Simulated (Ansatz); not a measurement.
# SnO₂ under compression and expansion

```cif
data_structure
_symmetry_space_group_name_H-M 'P 1'
_symmetry_Int_Tables_number 1
_cell_length_a 4.7374
_cell_length_b 4.7374
_cell_length_c 3.1864
_cell_angle_alpha 90.000
_cell_angle_beta 90.000
_cell_angle_gamma 90.000
_cell_volume 71.51
loop_
_atom_site_label
_atom_site_type_symbol
_atom_site_fract_x
_atom_site_fract_y
_atom_site_fract_z
_atom_site_occupancy
Sn1 Sn 0.00000 0.00000 0.00000 1
Sn2 Sn 0.50000 0.50000 0.50000 1
O1 O 0.30562 0.30562 0.00000 1
O2 O 0.19438 0.80562 0.50000 1
O3 O 0.69438 0.69438 0.00000 1
O4 O 0.80562 0.19438 0.50000 1
```

The runs use the primitive cell with vectors (4.737, 0.000, 0.000), (0.000, 4.737, 0.000), (0.000, 0.000, 3.186) Å, to which the k mesh refers.

The cell is a measured one (Crystallography Open Database entry 2101853); the temperature and pressure of the measurement aren't taken into account, and nothing was relaxed.

Spin–orbit coupling is left out, though it moves levels of the heavy atoms by tenths of an eV or more.

All numbers are computed: DFT, LDA, all-electron LAPW, scalar-relativistic (Ansatz 0.2.0); DFT, LDA, PAW with Ansatz's default frozen-core files, scalar-relativistic (Ansatz 0.2.0).

For LAPW: a Γ-centred 4×4×6 k mesh, Fermi–Dirac smearing of 0.03 eV, basis error target 1 meV/atom, no spin polarisation. PAW takes a cutoff of 420 eV at this cell (files made with PBE, cores remade for this functional). The Ansatz runs share mesh, smearing and spin set-up. Plane-wave (PAW) pressures include the program's estimate of the Pulay term.

The cell above is scaled evenly, with fractional coordinates and shape held.

(1) Estimate the equilibrium volume and bulk modulus that full-potential LAPW gives for this fixed shape.

Answers

(1) V0 = 11.87 Å³/atom, B0 = 216 GPa, B0′ = 4.8, from a third-order Birch–Murnaghan fit to these pressures:
```
V/V(cell)  V (Å³/atom)  P, LAPW (GPa)  P, PAW (GPa)  gap on the k mesh, LAPW (eV)  free energy over the lowest listed, PAW (meV/atom)
   0.9400       11.203          14.28         14.15                          1.86                                                27.5
   0.9600       11.442           8.62          8.50                          1.60                                                10.6
   0.9800       11.680           3.58          3.47                          1.35                                                 1.7
   0.9900       11.799           1.27          1.16                          1.23                                                 0.0
   1.0000       11.918          -0.91         -1.02                          1.11                                                 0.0
   1.0100       12.038          -2.97         -3.09                          0.99                                                 1.6
   1.0200       12.157          -4.91         -5.03                          0.88                                                 4.6
   1.0400       12.395          -8.46         -8.57                          0.66                                                14.7
   1.0600       12.634         -11.62        -11.72                          0.46                                                29.9
```
